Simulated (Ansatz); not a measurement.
Al (bcc (W type), Im-3m) at seven volumes, plane-wave PAW r²SCAN (Ansatz code), scaled uniformly. One row is withheld.

```csv
V (Å³/atom),P (GPa)
14.730,9.54
15.215,5.82
15.701,2.68
16.186,0.01
16.672,-2.24
17.157,?
17.643,-5.82
```

### Question
Fit the shown pressures and predict the withheld one.

### Answer
P = (3/2)B₀(x^(7/2) − x^(5/2))[1 + (3/4)(B′ − 4)(x − 1)] with x = (V₀/V)^(2/3). Least squares on the six rows gives V₀ = 16.189 Å³/atom, B₀ = 81.8 GPa, B′ = 4.44. At V = 17.157, x = 0.9620 and P = -4.18 GPa. The run itself gave -4.17 GPa.

The workflow started from a Materials Project entry (that database holds measured and hypothetical structures alike); the Crystallography Open Database copy checked does not list it. It is not the phase usual at ambient conditions (space group No. 225). Symmetry was held in the r²SCAN relaxation. At this level the phase is mechanically unstable.

Potentials: the earlier of the program's two PAW sets.
